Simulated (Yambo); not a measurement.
AlBO3 (space group R-3c, No. 167): a test of whether the lowest BSE state is resolved, against the k mesh (Yambo, PBEsol bands; otherwise 11 valence and 3 conduction bands, static screening with 53 bands and a 3 Ry block, scissor 2.63 eV, Tamm-Dancoff).

| k mesh | direct gap (eV) | lowest state (eV) | difference (eV) | k points taking part | rough cost |
|---|---|---|---|---|---|
| 2×2×2 | 8.68 | 7.21 | 1.47 | 1.5 | about 1/80 |
| 4×4×4 | 8.57 | 7.41 | 1.16 | 14 | about 1/9 |
| 6×6×6 | 8.48 | 7.42 | 1.07 | 59 | 1 |

The last step moves the difference by 0.09 eV. On the densest mesh the state covers enough k points to be a bound exciton; its binding is converged only as far as that last step shows.

The meshes don't all hold the same k points, as the direct gap shows, so the steps mix sampling with density. These are vertical excitations (zero momentum); the indirect quasiparticle gap, about 8.35 eV, is smaller than the direct one (8.57 eV on the GW mesh). The scissor comes from a G0W0 run whose convergence isn't established; costs are rough.

Geometry of the Materials Project entry, not relaxed at this level; primitive cell a = 5.3144 Å, b = 5.3144 Å, c = 5.3144 Å, α = 50.16°, β = 50.16°, γ = 50.16°.
